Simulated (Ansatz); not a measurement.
**Sr2H3I: short molecular dynamics at 2600 K**

Theory: DFT PBEsol, scalar-relativistic, plane waves, PAW (Ansatz). The runs took a 420 eV cutoff, a shifted (0.5, 0.5, 0.5 steps) 2×2×2 mesh and Fermi–Dirac smearing (0.22 eV). The mesh is coarse. Spin–orbit coupling is left out, which matters for the heavy elements here. No spin polarisation.

18 atoms, starting at 1.10 times the perfect crystal's volume (space group P-3m1, the cell as given, not relaxed at this level); Langevin thermostat and barostat at 2600 K (friction 0.02 fs⁻¹), target pressure 2 GPa; 41 steps of 0.5 fs. The run is short and not equilibrated. The steps keep the starting cell's plane waves.

First frame:

```
Sr H I
1.0
     6.56953   -3.79292    0.00000
     0.00000    7.58584    0.00000
     0.00000    0.00000    7.93075
Sr H I
6 9 3
Direct
  0.33333 0.33333 0.67866
  0.00000 0.66667 0.67866
  0.66667 0.00000 0.67866
  0.00000 0.33333 0.32134
  0.66667 0.66667 0.32134
  0.33333 0.00000 0.32134
  0.00000 0.00000 0.50000
  0.66667 0.33333 0.50000
  0.33333 0.66667 0.50000
  0.33333 0.33333 0.35725
  0.00000 0.66667 0.35725
  0.66667 0.00000 0.35725
  0.00000 0.33333 0.64275
  0.66667 0.66667 0.64275
  0.33333 0.00000 0.64275
  0.00000 0.00000 0.00000
  0.66667 0.33333 0.00000
  0.33333 0.66667 0.00000
```

```
Mean temperature over the second half                                                                                                                                                                                                                      : 1610 K
Mean pressure over the second half (kinetic part included)                                                                                                                                                                                                 : -0.7 GPa
Mean potential energy above the perfect crystal (as given, at volume ratio 1; besides heat the difference comes from the volume, 10 % larger, and the crystal's own pressure of -1.8 GPa; its own run had another smearing, without effect beside its gap) : 188 meV/atom
Mean volume over the second half                                                                                                                                                                                                                           : 21.68 Å³/atom
Mean-square drift of H from first to last step (mean shift of all atoms removed)                                                                                                                                                                           : 0.38 Å²
Mean-square drift of I from first to last step (mean shift of all atoms removed)                                                                                                                                                                           : 0.03 Å²
Mean-square drift of Sr from first to last step (mean shift of all atoms removed)                                                                                                                                                                          : 0.04 Å²
```

Pair distribution functions g(r), second half of the run, up to half the cell's height:

```
r (Å) H-H  H-I  H-Sr
 1.85  0.0  0.0   0.0
 1.95  0.8  0.0   0.0
 2.05  0.5  0.0   0.3
 2.15  0.6  0.0   3.3
 2.25  0.5  0.0   3.6
 2.35  0.5  0.0   4.9
 2.45  1.2  0.0   3.7
 2.55  1.6  0.0   3.5
 2.65  1.7  0.0   2.4
 2.75  1.4  0.0   2.5
 2.85  0.8  0.7   2.2
 2.95  1.1  0.5   2.2
 3.05  1.6  0.1   0.9
 3.15  2.1  0.2   0.9
```

Along the run (potential energy from its first value; pressure with the kinetic part):

```
t (fs) T (K)  ΔE_pot (meV/atom) P (GPa)
   0.0   2456                0.0     -2.6
   0.5   2388                1.0     -2.6
   1.0   2310                3.4     -2.6
   1.5   2361                7.0     -2.6
   2.0   2398               11.9     -2.5
   2.5   2382               17.9     -2.4
   3.0   2307               24.9     -2.4
   3.5   2201               32.8     -2.3
   4.0   2017               41.1     -2.4
   4.5   2004               50.3     -2.3
   5.0   1903               60.2     -2.2
   5.5   1913               70.4     -2.1
   6.0   1825               80.5     -2.0
   6.5   1816               90.2     -1.9
   7.0   1836               99.7     -1.7
   7.5   1630              108.8     -1.7
   8.0   1528              117.2     -1.7
   8.5   1457              124.7     -1.6
   9.0   1444              131.5     -1.5
   9.5   1452              137.9     -1.4
  10.0   1419              143.5     -1.3
  10.5   1449              147.7     -1.2
  11.0   1406              151.1     -1.1
  11.5   1434              153.6     -1.1
  12.0   1513              155.6     -0.9
  12.5   1680              157.5     -0.8
  13.0   1720              159.1     -0.7
  13.5   1628              159.9     -0.7
  14.0   1672              160.6     -0.6
  14.5   1699              160.6     -0.6
  15.0   1693              159.0     -0.5
  15.5   1729              156.8     -0.5
  16.0   1666              155.1     -0.5
  16.5   1687              153.7     -0.5
  17.0   1435              152.1     -0.6
  17.5   1538              150.3     -0.5
  18.0   1402              147.7     -0.6
  18.5   1508              143.5     -0.6
  19.0   1516              138.6     -0.6
  19.5   1677              133.3     -0.5
  20.0   1814              127.9     -0.5
  20.5   1945              122.3     -0.4
```